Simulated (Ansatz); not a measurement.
TeW:
```cif
data_Te6W6
_chemical_formula_sum 'W6 Te6'
_space_group_name_H-M_alt 'P63/m'
_space_group_IT_number 176
_space_group_name_Hall '-P 6c'
_cell_length_a 9.18246
_cell_length_b 9.18246
_cell_length_c 4.52484
_cell_angle_alpha 90.000
_cell_angle_beta 90.000
_cell_angle_gamma 120.000
loop_
_atom_site_label
_atom_site_type_symbol
_atom_site_symmetry_multiplicity
_atom_site_Wyckoff_symbol
_atom_site_fract_x
_atom_site_fract_y
_atom_site_fract_z
_atom_site_occupancy
W1 W 6 h 0.18845 0.05384 0.25000 1
Te1 Te 6 h 0.28547 0.40111 0.25000 1
```

Relaxed at zero pressure with plane-wave PAW r²SCAN+D4 (Ansatz code).

Task: The volume is lowered by 6 % and shape and atoms relax at that volume. What pressure results, and how do the axes share the change?

Result: 1.9 GPa; a -2.8 %, b -2.8 %, c -0.5 %; the energy rises by 9 meV/atom.

Task: Give the new structure.

Result: 
Space group P6₃/m (No. 176); a = 8.9263 Å, b = 8.9263 Å, c = 4.5010 Å, α = 90.00°, β = 90.00°, γ = 120.00°

```csv
atom,site,symmetry,x,y,z
W,6h,m..,0.1939,0.0547,0.2500
Te,6h,m..,0.2943,0.4108,0.2500
```

The phase is kept; no other phase was compared at this pressure.

Space group P6_3/m. The start of the workflow was typed in or built on a structure type; neither database checked (COD, Materials Project) lists it. Its standing as an ambient phase is unchecked. The cell was relaxed with r²SCAN+D4 under the symmetry of its start; whether a distortion lowers the energy is not shown. No spin polarisation was allowed. Scalar-relativistic: spin–orbit coupling is off unless named, which matters more the heavier the elements.

Potentials: the earlier of the program's two PAW sets.
